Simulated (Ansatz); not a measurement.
Pd:
```
CELL_PARAMETERS angstrom
      2.61406     0.00000     0.00000
      0.00000     2.61406     0.00000
      0.00000     0.00000     2.61406
ATOMIC_POSITIONS crystal
  Pd 0.00000 0.00000 0.00000
```

Relaxed with PBE. Special points in fractions of this cell's reciprocal vectors: Γ (0.000, 0.000, 0.000); X (0.000, 0.500, 0.000); M (0.500, 0.500, 0.000); R (0.500, 0.500, 0.500).

### Question
List the band energies nearest the Fermi level at these points for DFT-PBE with spin–orbit coupling in the program Ansatz with PAW potentials.

### Answer
In eV from the Fermi level; about four levels below and three above (degenerate sets whole), none deeper than 8.9 eV; … stands for higher levels left out; points with the same levels are listed once.

| k | below | above |
|---|---|---|
| Γ | -0.12 -0.12 -0.12 -0.12 | 0.21 0.21 … |
| X | -1.63 -1.63 -1.45 -1.45 | 0.15 0.15 0.43 0.43 |
| M | -1.33 -1.33 -1.16 -1.16 | 1.12 1.12 5.28 5.28 |
| R | -3.91 -3.91 -3.91 -3.91 -3.67 -3.67 | 1.21 1.21 1.21 1.21 |

Space group Pm-3m (simple cubic). The cell is a constructed one: a structure type filled with these elements; neither database checked (COD, Materials Project) lists it. It is not the phase usual at ambient conditions (space group No. 225). Symmetry was held in the PBE relaxation; its stability against distortions is not shown here. The run is not spin-polarised.

Potentials: the later of the program's two PAW sets.
